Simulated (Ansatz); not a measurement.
The relaxed structure here is a generated cell of Na: the first start was made by placing the elements on the sites of a structure type, and the end was not matched to a known phase here, so it may be hypothetical. Known forms of Na include space group No. 229.

A relaxed structure of Na. Space group Pm-3m (No. 221), simple cubic type. These are r2SCAN (plane waves to 500 eV, PAW, scalar-relativistic; Ansatz, a quantum-chemistry and plane-wave program) values and carry that method's errors.

```xyz
1
Lattice="3.4154 0.0000 0.0000 0.0000 3.4154 0.0000 0.0000 0.0000 3.4154" Properties=species:S:1:pos:R:3 pbc="T T T"
Na     0.0000     0.0000     0.0000
```

```json
{
 "volume_per_atom": "39.84 Å³",
 "density": "0.96 g/cm³",
 "band_gap": "no gap (metallic)",
 "shortest_distances": "Na–Na 3.42 Å",
 "k-mesh": "14×14×14"
}
```

No spin polarisation in the result.

The run could not lose the symmetry of its start, so the end can be a saddle point.
